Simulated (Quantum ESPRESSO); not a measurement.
## NbHf2F3O5 (one run as intended and one with a planted mistake)

Computed values, not a measurement. The program is pw.x of Quantum ESPRESSO 7.5 (plane-wave density functional theory). The cell is made up: 11 atoms on a rutile lattice with one site empty, with randomly drawn elements, strain and displacements, not relaxed. PseudoDojo standard norm-conserving files (v0.5 for PBE, v0.4.1 for LDA and PBEsol) set the functional; there is no spin polarisation, spin-orbit coupling or dispersion term, and the masses in the input are unused placeholders.

The hafnium pseudopotential is less sure than the others, with forces about 3 percent (worst 6) and pressure in oxides about 1.5 GPa (worst 2.7) from a second method in checks, which no rerun with the same files tests.

Intended input:

```
&control calculation='scf', pseudo_dir='./dojo.nc.sr.pbe.v0_5.standard.upf', outdir='./o', disk_io='low', tprnfor=.true., tstress=.true. /
&system ibrav=0, nat=11, ntyp=4, nbnd=50, ecutwfc=84.00895049, nosym=.true., tot_charge=0,
 occupations='smearing', smearing='fd', degauss=0.0018374661
/
&electrons conv_thr=7.350e-09, electron_maxstep=60, /
ATOMIC_SPECIES
F 1.0 F.upf
Hf 1.0 Hf.upf
Nb 1.0 Nb.upf
O 1.0 O.upf
CELL_PARAMETERS angstrom
4.7423 0.0106 -0.0575
0.0106 4.655 -0.0022
-0.0761 -0.0029 6.1947
ATOMIC_POSITIONS angstrom
Nb 0.0292 0.0441 -0.0209
Hf 2.3265 2.3398 1.5285
Hf -0.0316 0.0281 3.1302
F 1.456 1.4168 -0.0283
F 3.2778 3.2299 -0.0206
O 3.7951 0.8921 1.5617
O 0.8925 3.748 1.5807
O 1.3768 1.4108 3.068
O 3.2794 3.2 3.0863
O 3.7498 0.9726 4.6273
F 0.8733 3.7878 4.6626
K_POINTS automatic
5 5 4 1 1 1
```

The log is shortened where brackets say so; the opening notice, blank lines, dates and the lines on written files are dropped, and the path of the files is cut. It prints rydbergs, bohrs and kilobars, and counts compression as positive stress. Where no state is partly filled, the Fermi energy that it prints is only some level between the filled and the empty states on the mesh, and need not lie in the true gap.

Log of the intended run:

```
     Program PWSCF v.7.5
     Parallel version (MPI & OpenMP), running on       4 processor cores
     Number of MPI processes:                 4
     Threads/MPI process:                     1
     [start-up lines left out]
     bravais-lattice index     =            0
     lattice parameter (alat)  =       8.9623  a.u.
     unit-cell volume          =     922.6959 (a.u.)^3
     number of atoms/cell      =           11
     number of atomic types    =            4
     number of electrons       =        88.00
     number of Kohn-Sham states=           50
     kinetic-energy cutoff     =      84.0090  Ry
     charge density cutoff     =     336.0358  Ry
     scf convergence threshold =      7.3E-09
     mixing beta               =       0.7000
     number of iterations used =            8  plain     mixing
     Exchange-correlation= PBE
                           (   1   4   3   4   0   0   0)
     [axes and pseudopotential details left out]
   Cartesian axes
     site n.     atom                  positions (alat units)
         1        Nb     tau(   1) = (   0.0061569   0.0092986  -0.0044068  )
         2        Hf     tau(   2) = (   0.4905475   0.4933518   0.3222875  )
         3        Hf     tau(   3) = (  -0.0066629   0.0059249   0.6600093  )
         4        F      tau(   4) = (   0.3070007   0.2987353  -0.0059671  )
         5        F      tau(   5) = (   0.6911311   0.6810313  -0.0043436  )
         6        O      tau(   6) = (   0.8002049   0.1881012   0.3292878  )
         7        O      tau(   7) = (   0.1881855   0.7902737   0.3332939  )
         8        O      tau(   8) = (   0.2903012   0.2974702   0.6468943  )
         9        O      tau(   9) = (   0.6914684   0.6747268   0.6507529  )
        10        O      tau(  10) = (   0.7906533   0.2050748   0.9756760  )
        11        F      tau(  11) = (   0.1841372   0.7986657   0.9831191  )
     number of k points=    50  Fermi-Dirac smearing, width (Ry)=  0.0018
                       cart. coord. in units 2pi/alat
        k(    1) = (   0.1009563   0.1016991   0.0969878), wk =   0.0400000
        k(    2) = (   0.1032771   0.1017843   0.2884163), wk =   0.0400000
     [further k points left out]
     Dense  grid:    96011 G-vectors     FFT dimensions: (  54,  54,  72)
     Estimated max dynamical RAM per process >     276.67 MB
     Estimated total dynamical RAM >       1.01 GB
     Initial potential from superposition of free atoms
     starting charge      87.9939, renormalised to      88.0000
     Starting wfcs are   62 randomized atomic wfcs
     total cpu time spent up to now is        4.3 secs
     per-process dynamical memory:   216.8 Mb
     Self-consistent Calculation
     iteration #  1     ecut=    84.01 Ry     beta= 0.70
     Davidson diagonalization with overlap
     ethr =  1.00E-02,  avg # of iterations =  2.0
     total cpu time spent up to now is       12.4 secs
     total energy              =    -661.73335249 Ry
     estimated scf accuracy    <       5.23955909 Ry
     iteration #  2     ecut=    84.01 Ry     beta= 0.70
     Davidson diagonalization with overlap
     ethr =  5.95E-03,  avg # of iterations =  7.3
     total cpu time spent up to now is       26.9 secs
     total energy              =    -656.89167405 Ry
     estimated scf accuracy    <      57.42382295 Ry
     [iterations 3 to 16 left out]
     iteration # 17     ecut=    84.01 Ry     beta= 0.70
     Davidson diagonalization with overlap
     ethr =  2.88E-11,  avg # of iterations =  3.0
     total cpu time spent up to now is      173.0 secs
     total energy              =    -664.54122852 Ry
     estimated scf accuracy    <          8.9E-09 Ry
     iteration # 18     ecut=    84.01 Ry     beta= 0.70
     Davidson diagonalization with overlap
     ethr =  1.01E-11,  avg # of iterations =  2.1
     total cpu time spent up to now is      180.1 secs
     End of self-consistent calculation
     [lines on levels left out]
     the Fermi energy is     9.1782 ev
!    total energy              =    -664.54122852 Ry
     estimated scf accuracy    <          2.3E-09 Ry
     smearing contrib. (-TS)   =      -0.00000061 Ry
     internal energy E=F+TS    =    -664.54122792 Ry
     The total energy is F=E-TS. E is the sum of the following terms:
     one-electron contribution =    -219.93349752 Ry
     hartree contribution      =     155.39183683 Ry
     xc contribution           =    -158.39046104 Ry
     ewald contribution        =    -441.60910618 Ry
     convergence has been achieved in  18 iterations
     Forces acting on atoms (cartesian axes, Ry/au):
     atom    1 type  3   force =    -0.15441774    0.07524245   -0.01215867
     atom    2 type  2   force =     0.03617313    0.01324345    0.29321741
     atom    3 type  2   force =    -0.04686628    0.01161315    0.02263569
     atom    4 type  1   force =    -0.03660105   -0.04232318   -0.05318278
     atom    5 type  1   force =     0.05825012    0.05508248   -0.03868233
     atom    6 type  4   force =     0.01227155   -0.01148776   -0.17468753
     atom    7 type  4   force =    -0.01071518    0.01185760   -0.12608709
     atom    8 type  4   force =     0.00208877   -0.00389864   -0.06907462
     atom    9 type  4   force =     0.01768836    0.02335028   -0.08140318
     atom   10 type  4   force =     0.07345574   -0.07905223    0.15205544
     atom   11 type  1   force =     0.04867257   -0.05362760    0.08736766
     Total force =     0.490624     Total SCF correction =     0.000095
     Computing stress (Cartesian axis) and pressure
          total   stress  (Ry/bohr**3)                   (kbar)     P=      101.55
   0.00071063  -0.00017950   0.00011587          104.54      -26.41       17.05
  -0.00017950   0.00079973   0.00008946          -26.41      117.64       13.16
   0.00011587   0.00008946   0.00056053           17.05       13.16       82.46
     init_run     :      4.06s CPU      4.22s WALL (       1 calls)
     electrons    :    174.85s CPU    175.81s WALL (       1 calls)
     forces       :      1.67s CPU      1.70s WALL (       1 calls)
     stress       :      5.58s CPU      5.75s WALL (       1 calls)
     [timing details left out]
     PWSCF        :   3m 6.30s CPU   3m 7.71s WALL
     JOB DONE.
```

A second run has one planted mistake: the cell and the positions are scaled by a wrong factor. The input lines that differ, file-writing options aside:

```
- 4.7423 0.0106 -0.0575
+ 4.7703 0.0107 -0.0578
- 0.0106 4.655 -0.0022
+ 0.0107 4.6825 -0.0022
- -0.0761 -0.0029 6.1947
+ -0.0765 -0.0029 6.2312
- Nb 0.0292 0.0441 -0.0209
+ Nb 0.0294 0.0444 -0.021
- Hf 2.3265 2.3398 1.5285
+ Hf 2.3402 2.3536 1.5375
- Hf -0.0316 0.0281 3.1302
+ Hf -0.0318 0.0283 3.1487
- F 1.456 1.4168 -0.0283
+ F 1.4646 1.4252 -0.0285
- F 3.2778 3.2299 -0.0206
+ F 3.2971 3.249 -0.0207
- O 3.7951 0.8921 1.5617
+ O 3.8175 0.8974 1.5709
- O 0.8925 3.748 1.5807
+ O 0.8978 3.7701 1.59
- O 1.3768 1.4108 3.068
+ O 1.3849 1.4191 3.0861
- O 3.2794 3.2 3.0863
+ O 3.2987 3.2189 3.1045
- O 3.7498 0.9726 4.6273
+ O 3.7719 0.9783 4.6546
- F 0.8733 3.7878 4.6626
+ F 0.8785 3.8101 4.6901
```

Its log:

```
     Program PWSCF v.7.5
     Parallel version (MPI & OpenMP), running on       4 processor cores
     Number of MPI processes:                 4
     Threads/MPI process:                     1
     [start-up lines left out]
     bravais-lattice index     =            0
     lattice parameter (alat)  =       9.0152  a.u.
     unit-cell volume          =     939.1281 (a.u.)^3
     number of atoms/cell      =           11
     number of atomic types    =            4
     number of electrons       =        88.00
     number of Kohn-Sham states=           50
     kinetic-energy cutoff     =      84.0090  Ry
     charge density cutoff     =     336.0358  Ry
     scf convergence threshold =      7.3E-09
     mixing beta               =       0.7000
     number of iterations used =            8  plain     mixing
     Exchange-correlation= PBE
                           (   1   4   3   4   0   0   0)
     [axes and pseudopotential details left out]
   Cartesian axes
     site n.     atom                  positions (alat units)
         1        Nb     tau(   1) = (   0.0061627   0.0093069  -0.0044019  )
         2        Hf     tau(   2) = (   0.4905399   0.4933487   0.3222823  )
         3        Hf     tau(   3) = (  -0.0066657   0.0059321   0.6600132  )
         4        F      tau(   4) = (   0.3070014   0.2987426  -0.0059740  )
         5        F      tau(   5) = (   0.6911200   0.6810375  -0.0043390  )
         6        O      tau(   6) = (   0.8002034   0.1881081   0.3292834  )
         7        O      tau(   7) = (   0.1881919   0.7902677   0.3332871  )
         8        O      tau(   8) = (   0.2902951   0.2974639   0.6468913  )
         9        O      tau(   9) = (   0.6914554   0.6747281   0.6507482  )
        10        O      tau(  10) = (   0.7906450   0.2050659   0.9756717  )
        11        F      tau(  11) = (   0.1841463   0.7986522   0.9831130  )
     number of k points=    50  Fermi-Dirac smearing, width (Ry)=  0.0018
                       cart. coord. in units 2pi/alat
        k(    1) = (   0.1009546   0.1016977   0.0969879), wk =   0.0400000
        k(    2) = (   0.1032740   0.1017823   0.2884186), wk =   0.0400000
     [further k points left out]
     Dense  grid:    97647 G-vectors     FFT dimensions: (  54,  54,  72)
     Estimated max dynamical RAM per process >     281.03 MB
     Estimated total dynamical RAM >       1.03 GB
     Initial potential from superposition of free atoms
     starting charge      87.9939, renormalised to      88.0000
     Starting wfcs are   62 randomized atomic wfcs
     total cpu time spent up to now is        4.5 secs
     per-process dynamical memory:   219.9 Mb
     Self-consistent Calculation
     iteration #  1     ecut=    84.01 Ry     beta= 0.70
     Davidson diagonalization with overlap
     ethr =  1.00E-02,  avg # of iterations =  2.0
     total cpu time spent up to now is       12.2 secs
     total energy              =    -661.69064184 Ry
     estimated scf accuracy    <       5.30574937 Ry
     iteration #  2     ecut=    84.01 Ry     beta= 0.70
     Davidson diagonalization with overlap
     ethr =  6.03E-03,  avg # of iterations =  7.5
     total cpu time spent up to now is       25.8 secs
     total energy              =    -656.88278750 Ry
     estimated scf accuracy    <      58.42874273 Ry
     [iterations 3 to 16 left out]
     iteration # 17     ecut=    84.01 Ry     beta= 0.70
     Davidson diagonalization with overlap
     ethr =  5.56E-11,  avg # of iterations =  2.1
     total cpu time spent up to now is      173.4 secs
     total energy              =    -664.55048184 Ry
     estimated scf accuracy    <       0.00000002 Ry
     iteration # 18     ecut=    84.01 Ry     beta= 0.70
     Davidson diagonalization with overlap
     ethr =  2.07E-11,  avg # of iterations =  2.1
     total cpu time spent up to now is      180.5 secs
     End of self-consistent calculation
     [lines on levels left out]
     the Fermi energy is     8.8994 ev
!    total energy              =    -664.55048183 Ry
     estimated scf accuracy    <          4.8E-09 Ry
     smearing contrib. (-TS)   =      -0.00000102 Ry
     internal energy E=F+TS    =    -664.55048082 Ry
     The total energy is F=E-TS. E is the sum of the following terms:
     one-electron contribution =    -223.76472922 Ry
     hartree contribution      =     156.48932905 Ry
     xc contribution           =    -158.25484481 Ry
     ewald contribution        =    -439.02023584 Ry
     convergence has been achieved in  18 iterations
     Forces acting on atoms (cartesian axes, Ry/au):
     atom    1 type  3   force =    -0.15061800    0.07548973   -0.01322377
     atom    2 type  2   force =     0.03480113    0.01346187    0.28885636
     atom    3 type  2   force =    -0.04442925    0.01316578    0.01997813
     atom    4 type  1   force =    -0.03778525   -0.04292273   -0.04574024
     atom    5 type  1   force =     0.05693163    0.05394933   -0.03191012
     atom    6 type  4   force =     0.01473243   -0.01325135   -0.16889111
     atom    7 type  4   force =    -0.01117211    0.01286528   -0.12339095
     atom    8 type  4   force =    -0.00109316   -0.00693701   -0.07403761
     atom    9 type  4   force =     0.01836487    0.02434665   -0.08675707
     atom   10 type  4   force =     0.07989131   -0.08499534    0.15021704
     atom   11 type  1   force =     0.04037640   -0.04517222    0.08489934
     Total force =     0.483673     Total SCF correction =     0.000132
     Computing stress (Cartesian axis) and pressure
          total   stress  (Ry/bohr**3)                   (kbar)     P=       63.98
   0.00047336  -0.00018044   0.00010784           69.63      -26.54       15.86
  -0.00018044   0.00056435   0.00009479          -26.54       83.02       13.94
   0.00010784   0.00009479   0.00026702           15.86       13.94       39.28
     init_run     :      4.21s CPU      4.40s WALL (       1 calls)
     electrons    :    175.10s CPU    176.08s WALL (       1 calls)
     forces       :      1.68s CPU      1.70s WALL (       1 calls)
     stress       :      5.73s CPU      5.90s WALL (       1 calls)
     [timing details left out]
     PWSCF        :   3m 6.84s CPU   3m 8.28s WALL
     JOB DONE.
```

|  | intended run | run with the mistake |
| --- | --- | --- |
| free energy (eV) | -9041.544 | -9041.670 |
| smearing term -TS (eV) | 0.0000 | 0.0000 |
| pressure (GPa) | 10.15 | 6.40 |
| largest force component (eV/Å) | 7.539 | 7.427 |
| largest change of a force component (eV/Å) |  | 0.217 |
| iterations | 18 | 18 |

For scale, a rerun of the intended cell at a cutoff of 1467 eV and k mesh 7 x 7 x 6 moved values by no more than 0.004 eV in energy, 0.04 GPa in stress and 0.002 eV/Å in force.